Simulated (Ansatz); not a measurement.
CoSn2:
```
CELL_PARAMETERS angstrom
     -3.10585     3.10585     2.68235
      3.10585    -3.10585     2.68235
      3.10585     3.10585    -2.68235
ATOMIC_POSITIONS crystal
  Co 0.25000 0.25000 0.00000
  Co 0.75000 0.75000 0.00000
  Sn 0.16644 0.33356 0.50000
  Sn 0.83356 0.66644 0.50000
  Sn 0.33356 0.83356 0.16713
  Sn 0.66644 0.16644 0.83287
```

Relaxed with LDA. Special points in fractions of this cell's reciprocal vectors: Γ (0.000, 0.000, 0.000); X (0.000, 0.000, 0.500); M (-0.500, 0.500, 0.500); Z (0.436, 0.436, -0.436); Z0 (-0.436, 0.564, 0.436); P (0.250, 0.250, 0.250); N (0.000, 0.500, 0.000).

Q: List the band energies nearest the Fermi level at these points for DFT-LDA in the program Ansatz with PAW potentials.

A: In eV from the Fermi level; about four levels below and three above (degenerate sets whole), none deeper than 8.9 eV; points with the same levels are listed once.

```csv
k,below,above
Γ,-1.21 -1.09 -0.62 -0.62,0.46 0.55 0.55
X,-1.18 -1.11 -0.75 -0.62,0.76 0.92 1.52
M,-1.17 -0.91 -0.74 -0.74,0.26 0.28 1.69
Z,-1.19 -0.90 -0.78 -0.78,0.23 0.31 1.34
P,-1.48 -1.48 -0.72 -0.72,1.12 1.12 1.17 1.17
N,-1.07 -1.07 -0.75 -0.75,0.24 0.24 2.02 2.02
```

Space group I4/mcm. The workflow started from a Materials Project entry (that database holds measured and hypothetical structures alike); the Crystallography Open Database files this formula in space group No. 140, but the cells were not matched. Its standing as an ambient phase is unchecked. Symmetry was held in the LDA relaxation; its stability against distortions is not shown here. The run is not spin-polarised. Scalar-relativistic: spin–orbit coupling is off unless named, which matters more the heavier the elements.

Potentials: the later of the program's two PAW sets.
